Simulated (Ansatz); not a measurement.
This Ansatz input for CoBr₃ in the ReO3-type structure was spoiled on purpose:

```yaml
crystal:
  lattic:
    - [5.1187898058, 0.0, 0.0]
    - [0.0, 5.1187898058, 0.0]
    - [0.0, 0.0, 5.1187898058]
  atoms:
    - { symbol: Co, position: [0.0, 0.0, 0.0], spin: 4.0 }
    - { symbol: Br, position: [0.5, 0.0, 0.0] }
    - { symbol: Br, position: [0.0, 0.0, 0.5] }
    - { symbol: Br, position: [0.0, 0.5, 0.0] }
basis:
  ecutwfc: 420
  ecutrho_ratio: 4
kpoints:
  mp_grid: { grid: [6, 6, 6] }
hamiltonian:
  xc: pbe
  hubbard: { sites: [{ species: Co, l: d, u_eff: 3.3 }] }
scf:
  occupations: { method: gaussian, width: 0.05 }
  max_iter: 75
output:
  forces: true
  stress: true
magnetization:
  spin_polarized: true
```

Launched as:
```sh
ansatz run input.yaml --threads 2 --pin off --max-ram 2662MiB --backend cpu --events-out ev --progress --plain --runs-dir out
```

Task: What is wrong with it?

Result: A misspelt key. Against the sound input: crystal.lattice: "lattice" → "lattic" (the cap on iterations is only a precaution).

What the program printed:

```
Error: YAML parse error: error: line 2 column 3: unknown field `lattic`, expected one of checkpoint, saddle_side, structure_sha256, lattice, periodic, space_group, setting, atoms, reduce_to_primitive, conventional_axes, supercell, defects, symmetry, host
```

The input was refused before any iteration. Run time: 0.02 s on 2 threads of Arm Neoverse V2 (shared host), peak memory 0.019 GiB. The run before the change (PBE+U (U_eff = 3.3 eV on Co 3d), 420 eV, 6×6×6 mesh) gave:

| run | P (GPa) | gap on the mesh (eV) | cell moment (μB) | largest force component (eV/Å) |
| --- | --- | --- | --- | --- |
| sound | 0.0 | metal | 2.18 | 0.000 |

The two runs also differ in their start: the sound one had the moments 2.78, 0.00, 0.00, 0.00 μB typed, and went on from the state of an earlier run.

The structure was built from a prototype; whether the compound forms in it isn't claimed. The ideal cubic cell shuts out tilts of the octahedra, which such structures often take.

Of that run: Open d and f shells can converge to several self-consistent states; this is the one that the run reached. The program warned that the potential is rough where the density is thin (voids or gaps), so long spacings are poorly fixed. The order of the orbitals lowers the symmetry, along an axis that is one of several equivalent ones. Only parallel moments were tried, so the real magnetic order may be another.
